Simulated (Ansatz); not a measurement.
**Kick test of a cell of InGa₃P₄**

The cell was found from a structure generator's guess, not taken from experiment.

The calculation used DFT PBE, scalar-relativistic, plane waves, PAW in Ansatz 0.2.0. Cutoff 420 eV; k points 6×6×6 on the computed 8-atom cell (Γ-centred); Gaussian smearing, width 0.02 eV; no spin polarisation.

The cell below (8 atoms, space group P-43m (No. 215)) is relaxed within its symmetry.

```
CELL_PARAMETERS angstrom
5.62090 0.00000 0.00000
0.00000 5.62090 0.00000
0.00000 0.00000 5.62090
ATOMIC_POSITIONS crystal
In 0.50000 0.50000 0.50000
Ga 0.00000 0.00000 0.50000
Ga 0.00000 0.50000 0.00000
Ga 0.50000 0.00000 0.00000
P 0.76001 0.76001 0.76001
P 0.76001 0.23999 0.23999
P 0.23999 0.76001 0.23999
P 0.23999 0.23999 0.76001
```

For the test it was strained at random (σ = 1.5 % a component), the atoms were moved at random (σ = 0.05 Å), and all was relaxed again on a coarse 4×4×4 mesh (in the run’s order of axes) with 0.10 eV smearing, with no symmetry imposed.

Problem. Is the structure stable against such a distortion?

Solution. It returns, within 1 meV/atom of the unmoved cell on that mesh and with the same symmetry when read at 0.1 Å. No instability shows in this cell; modes of other wave vectors, which need another repeat, aren't tested.
